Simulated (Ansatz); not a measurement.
GeOS (Janus 2H monolayer) was relaxed with 5 functionals in Ansatz 0.2.0, cell and atoms free, the symmetry of the start kept (meshes: PBE 12×12×1, r2SCAN 12×12×1, PBEsol 12×12×1, LDA 12×12×1, HSE06 6×6×1). All values are calculated for a non-magnetic cell, which may be hypothetical.

The PBE result:
```
CELL_PARAMETERS angstrom
3.11872 0.00000 0.00000
-1.55936 2.70089 0.00000
0.00000 0.00000 29.01432
ATOMIC_POSITIONS crystal
Ge 0.33333 0.66667 0.31676
O 0.66667 0.33333 0.35292
S 0.66667 0.33333 0.26089
```
Two periodic directions, a and b.

In-plane lattice: a = 3.119 Å, b = 3.119 Å, γ = 120.0°; thickness between the outer nuclei 2.67 Å. Around Ge lie 3 O at 2.08 Å and 3 S at 2.42 Å; around O lie 3 Ge at 2.08 Å; around S lie 3 Ge at 2.42 Å.

Task: How does the cell change with r2SCAN?

Result: a = 3.088 Å; the area differs by -1.9 % from PBE's. Ge is surrounded by 3 O at 2.07 Å and 3 S at 2.38 Å; O is surrounded by 3 Ge at 2.07 Å; S is surrounded by 3 Ge at 2.38 Å.

Task: How does the cell change with LDA?

Result: a = 3.047 Å; the area differs by -4.5 % from PBE's. Around Ge lie 3 O at 2.04 Å and 3 S at 2.39 Å; around O lie 3 Ge at 2.04 Å; around S lie 3 Ge at 2.39 Å.

Task: Held at the r2SCAN cell, what mean stress do LDA and PBE find, and does its sign point to their own minimum?

Result: Yes. LDA -2.10 N/m, and its relaxed area is -2.7 % from r2SCAN's; PBE +1.96 N/m, and its relaxed area is +2.0 % from r2SCAN's. Compression counts positive, so a positive stress asks for a larger cell.

The cell is metallic with PBE, PBEsol, LDA, and these meshes limit the relaxed cells of a metal. A gap that a hybrid shows on its coarser mesh alone may close between the points.

The runs are scalar-relativistic, without spin-orbit coupling.

The meshes of the hybrids are coarse, so their gaps aren't converged to the digits shown.
